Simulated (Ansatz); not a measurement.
Here is the system:

Starting cell, NiSi2 (fluorite type, space group Fm-3m):

```
NiSi2
1.0
    0.00000     2.72203     2.72203
    2.72203     0.00000     2.72203
    2.72203     2.72203     0.00000
Ni Si
1 2
Direct
  0.00000   0.00000   0.00000
  0.25000   0.25000   0.25000
  0.75000   0.75000   0.75000
```

Scan: atom 2 (Si, nearest neighbour Ni at 2.357 Å; its periodic images, 3.8 Å or more away, move with it) is displaced towards the nearest neighbour, direction (-0.577, -0.577, -0.577) in Cartesian axes, by s. The other atoms stay.

Computed with PBE (plane waves to 420 eV, PAW, scalar-relativistic; Ansatz, an electronic-structure program). k mesh 12×12×12 (Γ-centred), Fermi-Dirac smearing 0.05 eV. The energy includes the smearing's −TS. With partly filled bands, energies and forces of such displacements shift with the k mesh and the smearing. NiSi2 is run without spin polarisation. NiSi2 was relaxed with its symmetry unable to fall. The PAW data are Ansatz's earlier set. ΔE is measured from the undisplaced structure.

The scan covers s from -0.240 to 0.240 Å in 11 points.

Problem. Is the energy the same for displacements of ±0.240 Å, and if not, which side lies higher?

Solution. Not even: the positive side lies higher at ±0.240 Å. With its periodic images moving along, the atom's site symmetry in this cell is -43m.

Problem. What is the energy change at s = 0.240 Å?

Solution. 263 meV/cell.

Problem. What force acts on the atom along the line at s = -0.240 Å?

Solution. 1.38 eV/Å.

(For displaced atoms, the force is minus the slope of the energy, and its curvature is a force constant, which sets phonon frequencies.)
